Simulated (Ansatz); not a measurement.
Here is the system:

TaNiTe$_{5}$:
```yaml
crystal:
  lattice:
    - [1.85644, -6.93913, 0.00000]
    - [1.85644, 6.93913, 0.00000]
    - [0.00000, 0.00000, 15.16597]
  atoms:
    - { symbol: Ta, position: [0.49047, 0.50953, 0.75000] }
    - { symbol: Ta, position: [0.50953, 0.49047, 0.25000] }
    - { symbol: Ni, position: [0.00000, 0.00000, 0.00000] }
    - { symbol: Ni, position: [0.00000, 0.00000, 0.50000] }
    - { symbol: Te, position: [0.59951, 0.40049, 0.07481] }
    - { symbol: Te, position: [0.40049, 0.59951, 0.92519] }
    - { symbol: Te, position: [0.40049, 0.59951, 0.57481] }
    - { symbol: Te, position: [0.59951, 0.40049, 0.42519] }
    - { symbol: Te, position: [0.90282, 0.09718, 0.14485] }
    - { symbol: Te, position: [0.09718, 0.90282, 0.85515] }
    - { symbol: Te, position: [0.09718, 0.90282, 0.64485] }
    - { symbol: Te, position: [0.90282, 0.09718, 0.35515] }
    - { symbol: Te, position: [0.83633, 0.16367, 0.75000] }
    - { symbol: Te, position: [0.16367, 0.83633, 0.25000] }
```

This is the r²SCAN-relaxed structure.

Problem. All from plane-wave PAW r²SCAN (Ansatz code), unless another level is named. Estimate the electronic character.

Solution. metallic (no gap).

Problem. Give the formation energy from the elements (no fitted shifts).

Solution. -0.32 eV/atom.

Problem. And the density of states at the Fermi level?

Solution. 0.26 states/eV per atom (mean over ±0.08 eV).

Space group Cmcm. The first step of the workflow began from a Materials Project structure, measured or hypothetical; the Crystallography Open Database copy checked does not list it. Its standing as an ambient phase is unchecked. The cell was relaxed with r²SCAN under the symmetry of its start; whether a distortion lowers the energy is not shown. The run is not spin-polarised. A crystal of weakly bound layers computed without a dispersion correction: the cell and the soft elastic constants depend strongly on that. The references are the lowest solids computed at this level, not always the standard phases. Scalar-relativistic: spin–orbit coupling is off unless named, which matters more the heavier the elements.

Potentials: the later of the program's two PAW sets.
